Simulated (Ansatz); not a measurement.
## Ansatz run, MgTlIr₂

The input, for Ansatz 0.2.0 (plane waves, PAW):

```yaml
crystal:
  lattice:
    - [0.0, 0.0, 5.840358]
    - [3.753989, -3.753989, 2.920179]
    - [3.753989, 3.753989, -2.920179]
  atoms:
    - { symbol: Tl, position: [0.25, 0.0, 0.0] }
    - { symbol: Tl, position: [0.75, 0.0, 0.0] }
    - { symbol: Ir, position: [0.6667, 0.5, 0.8334] }
    - { symbol: Ir, position: [0.1667, 0.1666, 0.5] }
    - { symbol: Ir, position: [0.3333, 0.5, 0.1666] }
    - { symbol: Ir, position: [0.8333, 0.8334, 0.5] }
    - { symbol: Mg, position: [0.75, 0.5, 0.5] }
    - { symbol: Mg, position: [0.25, 0.5, 0.5] }
  symmetry: { tolerance: 0.0003 }
kpoints:
  mp_grid: { grid: [7, 7, 7], shift: [0, 0, 0] }
  band_path:
    path:
      - [0.0, 0.0, 0.0]
      - [0.0, 0.0, 0.5]
      - [0.0, 0.5, 0.5]
      - [0.0, 0.0, 0.0]
      - [0.80255404, 0.40127702, -0.40127702]
      - [0.19744596, 0.59872298, 0.40127702]
      - [0.0, 0.5, 0.5]
      - [0.0, 0.0, 0.5]
      - [0.5, 0.25, 0.25]
      - [0.5, 0.5, 0.0]
      - [0.0, 0.0, 0.0]
    npoints: 6
magnetization:
  spin_polarized: false
scf:
  occupations: { method: fermi_dirac, width: 0.0323 }
  lower_state_search: "off"
  max_iter: 200
hamiltonian:
  pseudopotentials: { kind: paw }
  xc: pbe
basis:
  ecutwfc: 420
  fft_grid_basis: typed
output:
  forces: true
  stress: true
  eigenvalues: true
  bader: true
  populations: true
  elf: true
  write_potential: true
  volumetric_format: npy
  dos:
    e_range: [-12, 8]
    de: 0.05
    projected: { site_lists: { Ir: [Ir], Mg: [Mg], Tl: [Tl] } }
checkpoint:
  read: saved_state
```

The run starts from an earlier solution of this cell. 

Parts of the output:

```
SCF iter   1: F=—  Δρ=1.11e-3  dr2=1.43e-3
SCF iter   2: F=—  Δρ=5.30e-4  dr2=3.57e-4
SCF iter   3: F=—  Δρ=7.41e-5  dr2=1.87e-5
SCF iter   4: F=—  Δρ=1.80e-5  dr2=1.05e-6
SCF iter   5: F=-74464.9886 eV  Δρ=4.48e-6  dr2=5.85e-8
SCF iter   6: F=-74464.9886 eV  Δρ=1.50e-6  dr2=4.26e-9
Free energy (F): -74464.9886 eV
Harris-Foulkes:  -74464.9886 eV  (|F-HF|=9.46e-10)
Internal energy: -74464.9635 eV  (E = F + TS)
E sigma→0 (E₀):  -74464.9760 eV
Entropy (-TS):   -0.0251 eV (-3.135 meV/atom)
Fermi energy:    12.5421 eV
--- Forces (eV/Å), atoms counted from 1 ---
  atom   1  Tl     0.0000     0.0000     0.0000
  atom   2  Tl     0.0000     0.0000     0.0000
  atom   3  Ir     3.6108     3.6108     0.0000
  atom   4  Ir    -3.6108     3.6108     0.0000
  atom   5  Ir    -3.6108    -3.6108     0.0000
  atom   6  Ir     3.6108    -3.6108     0.0000
  atom   7  Mg     0.0000     0.0000     0.0000
  atom   8  Mg     0.0000     0.0000     0.0000
--- Stress (GPa, compression-positive) ---
       -1.9947       0.0000       0.0000
        0.0000      -1.9947       0.0000
        0.0000       0.0000      13.4582
  P = ⅓ Tr σ = 3.1563 GPa (31.563 kbar)
--- Löwdin populations: 8 sites ---
  site symbol       q [e]
     0     Tl     13.4485
     1     Tl     13.4485
     2     Ir     17.1649
     3     Ir     17.1649
     4     Ir     17.1649
     5     Ir     17.1649
     6     Mg      8.8318
     7     Mg      8.8318
  spilling = 0.0068 (of n_electrons = 114.0000)
--- Bader charges: 8 sites ---
  site symbol  charge [e]  shift [e]
     0     Tl      0.3157     0.0000
     1     Tl      0.3156     0.0000
     2     Ir     -0.8843     0.0031
     3     Ir     -0.8843     0.0031
     4     Ir     -0.8843     0.0031
     5     Ir     -0.8843     0.0031
     6     Mg      1.4530     0.0062
     7     Mg      1.4530     0.0062
```

Origin: a known structure type with other elements, at an estimated volume, so it need not be a known compound. Caveats: atoms or cell far from equilibrium.
